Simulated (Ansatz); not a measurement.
## Relaxing a structure of Cu2O

The start is a generated cell, Cu2O built in the AFLOW prototype AB2_hP6_194_c_ad (B8_2, as in InNi2). The cell and all atomic positions are relaxed at zero pressure with PBE (plane waves to 420 eV, PAW, scalar-relativistic; Ansatz, a first-principles code). The first steps use a coarse 7×7×5 k-mesh.

The start:
```
CELL_PARAMETERS angstrom
      3.62674     0.00000     0.00000
     -1.81337     3.14085     0.00000
      0.00000     0.00000     4.44375
ATOMIC_POSITIONS crystal
  O  0.33333 0.66667 0.25000
  O  0.66667 0.33333 0.75000
  Cu 0.00000 0.00000 0.00000
  Cu 0.00000 0.00000 0.50000
  Cu 0.33333 0.66667 0.75000
  Cu 0.66667 0.33333 0.25000
```

Q: How much energy is released per atom?

A: 0.36 eV/atom.

Q: How does the volume per atom move from start to end?

A: +35.4 %, from 8.44 to 11.42 Å³/atom.

Q: How do the shortest distances between atoms change?

A: The closest pairs of elements (up to four, under 3.6 Å), start → end: Cu–O 2.09 → 2.00 Å; Cu–Cu 2.22 → 2.59 Å; O–O 3.05 → 3.46 Å.

Q: Is the relaxed structure metallic? Give its gap.

A: No gap on the sampled points, where the bands overlap only slightly; such a result is sensitive to mesh and level.

Q: What does it relax into? Give the structure.

A: 
```cif
data_Cu4O2
_chemical_formula_sum 'O2 Cu4'
_space_group_name_H-M_alt 'P63/mmc'
_space_group_IT_number 194
_space_group_name_Hall '-P 6c 2c'
_cell_length_a 3.45599
_cell_length_b 3.45599
_cell_length_c 6.62490
_cell_angle_alpha 90.000
_cell_angle_beta 90.000
_cell_angle_gamma 120.000
loop_
_atom_site_label
_atom_site_type_symbol
_atom_site_symmetry_multiplicity
_atom_site_Wyckoff_symbol
_atom_site_fract_x
_atom_site_fract_y
_atom_site_fract_z
_atom_site_occupancy
O1 O 2 c 0.33333 0.66667 0.25000 1
Cu1 Cu 2 a 0.00000 0.00000 0.00000 1
Cu2 Cu 2 d 0.66667 0.33333 0.25000 1
```

The space group stays P6₃/mmc (No. 194) (the run could not lower it), with 6 atoms in the primitive cell. Final values are on a 15×15×7 k-mesh of the relaxed cell. No spin polarisation in the result. No Hubbard U is applied.

The run could not lose the symmetry of its start, so the end can be a saddle point.

All atoms sit on sites fixed by symmetry, so only the cell could relax.

The relaxed structure here is a generated cell of Cu2O: the first start was made by placing the elements on the sites of a structure type, and the end was not matched to a known phase here, so it may be hypothetical. Known forms of Cu2O include space group No. 224.
